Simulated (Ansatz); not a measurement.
Input and steps of a relaxation of cell and atoms on an 8-atom cell of InSe started from a crystallographic database (the plane-wave code Ansatz, r2SCAN+rVV10). The starting cell comes from a relaxation with PBE-D3(BJ).

```yaml
crystal:
  lattice:
    - [4.0334761302, 0.0, 0.0]
    - [-2.0167380651, 3.4930927943, 0.0]
    - [0.0, 0.0, 16.7666493132]
  atoms:
    - { symbol: In, position: [0.3333333333, 0.6666666667, 0.166674908] }
    - { symbol: In, position: [0.6666666667, 0.3333333333, 0.666674908] }
    - { symbol: In, position: [0.3333333333, 0.6666666667, 0.333325092] }
    - { symbol: In, position: [0.6666666667, 0.3333333333, 0.833325092] }
    - { symbol: Se, position: [0.3333333333, 0.6666666667, 0.5899964143] }
    - { symbol: Se, position: [0.6666666667, 0.3333333333, 0.0899964143] }
    - { symbol: Se, position: [0.3333333333, 0.6666666667, 0.9100035857] }
    - { symbol: Se, position: [0.6666666667, 0.3333333333, 0.4100035857] }
kpoints:
  mp_grid: { grid: [6, 6, 2] }
hamiltonian:
  xc: r2scan
  dispersion: rvv10
scf:
  occupations: { method: fermi_dirac, width: 0.02 }
relax:
  f_tol: 0.005
  cell: {}
```

The trajectory has 6 recorded frames, each with positions in Å and forces in eV/Å. The last, and any step after a large change of cell, is solved on a basis re-selected at its cell; pressure is positive in compression.

Step 1: energy 0.0 meV/atom from step 1, largest force component 0.220 eV/Å, pressure -0.71 GPa
```xyz
8
Lattice="4.0335 0.0000 0.0000 -2.0167 3.4931 0.0000 0.0000 0.0000 16.7666" Properties=species:S:1:pos:R:3:forces:R:3 pbc="T T T"
In    0.0000    2.3287    2.7946    0.0000    0.0000   -0.1224
In    2.0167    1.1644   11.1779    0.0000    0.0000   -0.1224
In    0.0000    2.3287    5.5887    0.0000    0.0000    0.1224
In    2.0167    1.1644   13.9721    0.0000    0.0000    0.1224
Se    0.0000    2.3287    9.8923    0.0000    0.0000    0.2200
Se    2.0167    1.1644    1.5089    0.0000    0.0000    0.2200
Se    0.0000    2.3287   15.2577    0.0000    0.0000   -0.2200
Se    2.0167    1.1644    6.8744    0.0000    0.0000   -0.2200
```

Step 2 (rejected): energy +8.2 meV/atom from step 1, largest force component 0.453 eV/Å, pressure +1.23 GPa
```xyz
8
Lattice="4.0346 0.0000 0.0000 -2.0173 3.4941 0.0000 0.0000 0.0000 17.0553" Properties=species:S:1:pos:R:3:forces:R:3 pbc="T T T"
In    0.0000    2.3294    2.8968    0.0000    0.0000    0.0517
In    2.0173    1.1647   11.4245    0.0000    0.0000    0.0517
In    0.0000    2.3294    5.6308    0.0000    0.0000   -0.0517
In    2.0173    1.1647   14.1584    0.0000    0.0000   -0.0517
Se    0.0000    2.3294   10.2232    0.0000    0.0000   -0.4525
Se    2.0173    1.1647    1.6956    0.0000    0.0000   -0.4525
Se    0.0000    2.3294   15.3597    0.0000    0.0000    0.4525
Se    2.0173    1.1647    6.8321    0.0000    0.0000    0.4525
```

Step 3: energy -2.0 meV/atom from step 1, largest force component 0.017 eV/Å, pressure -0.09 GPa
```xyz
8
Lattice="4.0258 0.0000 0.0000 -2.0129 3.4865 0.0000 0.0000 0.0000 16.8969" Properties=species:S:1:pos:R:3:forces:R:3 pbc="T T T"
In    0.0000    2.3243    2.8327    0.0000    0.0000   -0.0168
In    2.0129    1.1622   11.2812    0.0000    0.0000   -0.0168
In    0.0000    2.3243    5.6157    0.0000    0.0000    0.0168
In    2.0129    1.1622   14.0642    0.0000    0.0000    0.0168
Se    0.0000    2.3243   10.0178    0.0000    0.0000   -0.0010
Se    2.0129    1.1622    1.5693    0.0000    0.0000   -0.0010
Se    0.0000    2.3243   15.3276    0.0000    0.0000    0.0010
Se    2.0129    1.1622    6.8791    0.0000    0.0000    0.0010
```

Step 4: energy -2.1 meV/atom from step 1, largest force component 0.005 eV/Å, pressure 0.00 GPa
```xyz
8
Lattice="4.0206 0.0000 0.0000 -2.0103 3.4820 0.0000 0.0000 0.0000 16.9020" Properties=species:S:1:pos:R:3:forces:R:3 pbc="T T T"
In    0.0000    2.3213    2.8331    0.0000    0.0000   -0.0003
In    2.0103    1.1607   11.2841    0.0000    0.0000   -0.0003
In    0.0000    2.3213    5.6179    0.0000    0.0000    0.0003
In    2.0103    1.1607   14.0689    0.0000    0.0000    0.0003
Se    0.0000    2.3213   10.0186    0.0000    0.0000   -0.0047
Se    2.0103    1.1607    1.5676    0.0000    0.0000   -0.0047
Se    0.0000    2.3213   15.3344    0.0000    0.0000    0.0047
Se    2.0103    1.1607    6.8834    0.0000    0.0000    0.0047
```

Step 5: energy -2.1 meV/atom from step 1, largest force component 0.001 eV/Å, pressure -0.01 GPa
```xyz
8
Lattice="4.0181 0.0000 0.0000 -2.0091 3.4798 0.0000 0.0000 0.0000 16.9256" Properties=species:S:1:pos:R:3:forces:R:3 pbc="T T T"
In    0.0000    2.3199    2.8385    0.0000    0.0000   -0.0010
In    2.0091    1.1599   11.3013    0.0000    0.0000   -0.0010
In    0.0000    2.3199    5.6243    0.0000    0.0000    0.0010
In    2.0091    1.1599   14.0871    0.0000    0.0000    0.0010
Se    0.0000    2.3199   10.0333    0.0000    0.0000    0.0011
Se    2.0091    1.1599    1.5705    0.0000    0.0000    0.0011
Se    0.0000    2.3199   15.3552    0.0000    0.0000   -0.0011
Se    2.0091    1.1599    6.8923    0.0000    0.0000   -0.0011
```

Step 6: energy -2.1 meV/atom from step 1, largest force component 0.001 eV/Å, pressure -0.01 GPa
```xyz
8
Lattice="4.0181 0.0000 0.0000 -2.0091 3.4798 0.0000 0.0000 0.0000 16.9256" Properties=species:S:1:pos:R:3:forces:R:3 pbc="T T T"
In    0.0000    2.3199    2.8385    0.0000    0.0000   -0.0010
In    2.0091    1.1599   11.3013    0.0000    0.0000   -0.0010
In    0.0000    2.3199    5.6243    0.0000    0.0000    0.0010
In    2.0091    1.1599   14.0871    0.0000    0.0000    0.0010
Se    0.0000    2.3199   10.0333    0.0000    0.0000    0.0011
Se    2.0091    1.1599    1.5705    0.0000    0.0000    0.0011
Se    0.0000    2.3199   15.3552    0.0000    0.0000   -0.0011
Se    2.0091    1.1599    6.8923    0.0000    0.0000   -0.0011
```

The walk took 5 steps and changed the volume by +0.2 %. The last SCF, on a fresh basis, lies 2.1 meV an atom below the first. At the end: space group P6_3/mmc (No. 194), hexagonal; conventional cell a = 4.018 Å, c = 16.926 Å, 29.58 Å³ an atom. In has 3 Se at 2.64 Å and 1 In at 2.79 Å; Se has 3 In at 2.64 Å.

Command: `ansatz run input.yaml --threads 2 --pin off --max-ram 29491MiB --backend cpu --events-out ev --progress --plain --runs-dir out`. It took 110 s on 2 threads of AMD EPYC 7R13 Processor (Zen 3), with other jobs on the host, load about 2.4 per core; peak host memory 1.6 GiB.

Spin-unpolarised throughout; all numbers are computed.
